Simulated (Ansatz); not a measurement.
SrO (rock salt, Fm-3m) at seven volumes, DFT-PBE in the program Ansatz with PAW potentials, scaled uniformly. One row is withheld.

| V (Å³/atom) | P (GPa) |
|---|---|
| 15.947 | 9.86 |
| 16.473 | 6.02 |
| 16.999 | 2.76 |
| 17.524 | 0.01 |
| 18.050 | -2.33 |
| 18.576 | -4.32 |
| 19.102 | ? |

### Question
Fit the shown pressures and predict the withheld one.

### Answer
P = (3/2)B₀(x^(7/2) − x^(5/2))[1 + (3/4)(B′ − 4)(x − 1)] with x = (V₀/V)^(2/3). Least squares on the six rows gives V₀ = 17.526 Å³/atom, B₀ = 84.5 GPa, B′ = 4.47. At V = 19.102, x = 0.9442 and P = -6.01 GPa. The run itself gave -6.01 GPa.

The cell was relaxed with PBE under the symmetry of its start.

Potentials: the later of the program's two PAW sets.
